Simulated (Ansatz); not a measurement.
One crystal and one scan (energy against volume) at two levels, PBE-D3(BJ) (plane waves to 420 eV, PAW, scalar-relativistic; Ansatz, a quantum-chemistry and plane-wave program) and r2SCAN+rVV10 (plane waves to 500 eV, PAW, scalar-relativistic; Ansatz), each from its own relaxed cell and on its own mesh.

The crystal is BN (h-BN type, space group P6_3/mmc); the cell is scaled evenly about its relaxed volume V₀.

Energies are smeared free energies. BN was relaxed with its symmetry unable to fall. The PAW data are Ansatz's earlier set. With the shape held, the modulus is that of even scaling; a crystal free to change shape is softer. Both scans cover V/V₀ from 0.900 to 1.100.

| quantity | run 1 | run 2 |
|---|---|---|
| Lattice constant a (Å) | 2.506 | 2.500 |
| Lattice constant c (Å) | 6.616 | 6.525 |
| Relaxed volume (Å³/atom) | 8.99 | 8.83 |
| Band gap of the relaxed cell, no spin-orbit coupling (eV) | 4.24 | 4.74 |
| Pressure at the smallest volume (GPa) | 31.1 | 32.5 |
| Energy cost of the largest compression (meV/atom) | 80.2 | 82.7 |
| Energy cost of the largest expansion (meV/atom) | 58.7 | 60.9 |
| Bulk modulus at fixed cell shape B₀ (third-order Birch-Murnaghan fit) (GPa) | 242.6 | 255.9 |
| Pressure for 5 % compression (fit) (GPa) | 13.7 | 14.4 |

Q: Which run is which level?

A: Run 1 is PBE-D3(BJ), run 2 is r2SCAN+rVV10. PBE-D3(BJ) gives the higher value for: lattice constant a; lattice constant c; relaxed volume. PBE-D3(BJ) gives the lower value for: band gap of the relaxed cell, no spin-orbit coupling; pressure at the smallest volume; energy cost of the largest compression; energy cost of the largest expansion; bulk modulus at fixed cell shape B₀; pressure for 5 % compression.

(A scan under strain: stresses follow from slopes of the energy per volume, elastic moduli from its curvatures.)
